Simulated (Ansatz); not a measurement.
TaAl (rock salt, space group No. 225) at seven volumes, plane-wave PAW PBE (Ansatz code), scaled uniformly. One row is withheld.

```json
[
 {"V (Å³/atom)": "16.780", "P (GPa)": "?"},
 {"V (Å³/atom)": "17.334", "P (GPa)": "8.54"},
 {"V (Å³/atom)": "17.887", "P (GPa)": "3.95"},
 {"V (Å³/atom)": "18.440", "P (GPa)": "0.00"},
 {"V (Å³/atom)": "18.993", "P (GPa)": "-3.40"},
 {"V (Å³/atom)": "19.546", "P (GPa)": "-6.33"},
 {"V (Å³/atom)": "20.100", "P (GPa)": "-8.85"}
]
```

Question: Fit the shown pressures and predict the withheld one.

Answer: P = (3/2)B₀(x^(7/2) − x^(5/2))[1 + (3/4)(B′ − 4)(x − 1)] with x = (V₀/V)^(2/3). Least squares on the six rows gives V₀ = 18.440 Å³/atom, B₀ = 122 GPa, B′ = 4.00. At V = 16.780, x = 1.0649 and P = 13.90 GPa. The run itself gave 13.88 GPa.

Space group Fm-3m (rock salt). The start of the workflow was typed in or built on a structure type; neither database checked (COD, Materials Project) lists it. Its standing as an ambient phase is unchecked. The PBE relaxation kept the symmetry of its start; its stability against distortions is not shown here. No spin polarisation was allowed. Its formation energy is positive at this level, so the cell may be metastable or incomplete. Spin–orbit coupling is left out wherever it is not named.

Potentials: the earlier of the program's two PAW sets.
